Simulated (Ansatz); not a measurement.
Space group Fddd:1 (No. 70). a = 4.781 Å, b = 8.232 Å, c = 8.516 Å, α = 90.00°, β = 90.00°, γ = 90.00°
```tsv
atom	site	symmetry	x	y	z
Ti	8b	222	0.7500	0.2500	0.2500
Si	16f	.2.	0.7500	0.5873	0.2500
```

Equation of state of this TiSi2 structure (not necessarily the ground state), with shape and atoms relaxed at each volume where symmetry leaves them free. It has no gap at any of these volumes. Computed with Ansatz 0.2.0, DFT r2SCAN, scalar-relativistic, plane waves, PAW.

Plane waves to 500 eV, a k mesh through Γ of 10×10×10 on the computed 6-atom cell and Gaussian smearing (0.10 eV); no spin polarisation.

| V (Å³/atom) | E − E(largest V) (meV/atom) | P (GPa) |
| --- | --- | --- |
| 13.127 | 5.09 | 10.40 |
| 13.546 | -14.55 | 4.78 |
| 13.965 | -20.63 | 0.01 |
| 14.384 | -15.20 | -4.04 |
| 14.803 | 0.00 | -7.48 |

Q: Fit a third-order Birch–Murnaghan equation to E(V).

A: V0 = 13.97 Å³/atom, B0 = 146 GPa, B0' = 4.4.